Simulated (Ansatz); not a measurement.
## Pb: the volume at rest

Pb in the fcc lattice, starting from this typed cell of 31.82 Å³ an atom.

```
Pb
1.0
     0.00000    2.51500    2.51500
     2.51500    0.00000    2.51500
     2.51500    2.51500    0.00000
Pb
1
Direct
  0.00000 0.00000 0.00000
```

Method (Ansatz, development build): k mesh 8×8×8; Fermi–Dirac smearing of 0.1 eV; no spin. Cell and atoms are relaxed to zero stress with the symmetry kept and no dispersion correction.

Caveats: coarse k mesh.

What volume results under PBE, LDA, PBEsol, and how much do the potentials matter?


| functional | potentials | cutoff (eV) | volume (Å³/atom) | change (%) |
| --- | --- | --- | --- | --- |
| PBE | all-electron PAW datasets (no frozen core) | 280 | 32.02 | 0.6 |
| PBE | Ansatz generated PAW | 420 | 32.02 | 0.6 |
| PBE | Ansatz hand-made PAW | 580 | 32.04 | 0.7 |
| PBE | JTH PAW | 1800 | 32.06 | 0.8 |
| PBE | PseudoDojo norm-conserving | 850 | 31.92 | 0.3 |
| PBE | Ansatz norm-conserving | 850 | 32.05 | 0.7 |
| LDA | Ansatz hand-made PAW | 610 | 29.15 | -8.4 |
| LDA | PseudoDojo norm-conserving | 762 | 29.12 | -8.5 |
| PBEsol | Ansatz hand-made PAW | 610 | 30.11 | -5.4 |
| PBEsol | PseudoDojo norm-conserving | 850 | 30.02 | -5.6 |

From smallest to largest: LDA, PBEsol, PBE.
